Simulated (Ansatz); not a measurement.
HfSiO₄:
```xyz
12
Lattice="-3.3227 3.3227 3.0071 3.3227 -3.3227 3.0071 3.3227 3.3227 -3.0071" Properties=species:S:1:pos:R:3 pbc="T T T"
Hf     0.0000     0.0000     0.0000
Hf     0.0000     3.3227     1.5036
Si     3.3227     0.0000     1.5036
Si     0.0000     0.0000     3.0071
O      3.3227     2.0986    -1.0890
O      4.5467     0.0000     0.4145
O      0.0000     1.2240     1.9181
O      2.0986     0.0000     0.4145
O      3.3227     1.2240     2.5926
O      1.2240     0.0000     4.0961
O      3.3227    -1.2240     2.5926
O      2.0986     3.3227     1.0890
```

Relaxed with PBE. Special points in fractions of this cell's reciprocal vectors: Γ (0.000, 0.000, 0.000); X (0.000, 0.000, 0.500); M (-0.500, 0.500, 0.500); Z (0.455, 0.455, -0.455); Z0 (-0.455, 0.545, 0.455); P (0.250, 0.250, 0.250); N (0.000, 0.500, 0.000).

**Question.** List the band energies nearest the valence-band maximum at these points for DFT-PBE in the program Ansatz with PAW potentials.

**Answer.** In eV from the valence-band maximum; about four levels below and three above (degenerate sets whole), none deeper than 8.9 eV; points with the same levels are listed once.

| k | below | above |
|---|---|---|
| Γ | -0.58 -0.58 -0.52 0.00 | 5.66 5.97 5.97 |
| X | -0.87 -0.87 -0.56 -0.56 | 5.33 5.33 6.41 6.41 6.41 6.41 |
| M | -1.05 -1.05 -0.88 -0.88 | 6.11 6.11 6.43 6.43 |
| Z | -0.99 -0.99 -0.81 -0.81 | 6.03 6.19 6.34 |
| P | -1.09 -1.09 -0.47 -0.47 | 5.33 5.33 6.61 6.61 |
| N | -0.93 -0.78 -0.24 -0.21 | 5.56 5.71 6.45 |

Space group I4_1/amd. Symmetry was held in the PBE relaxation. No spin polarisation was allowed. Spin–orbit coupling is left out wherever it is not named.

Potentials: the later of the program's two PAW sets.
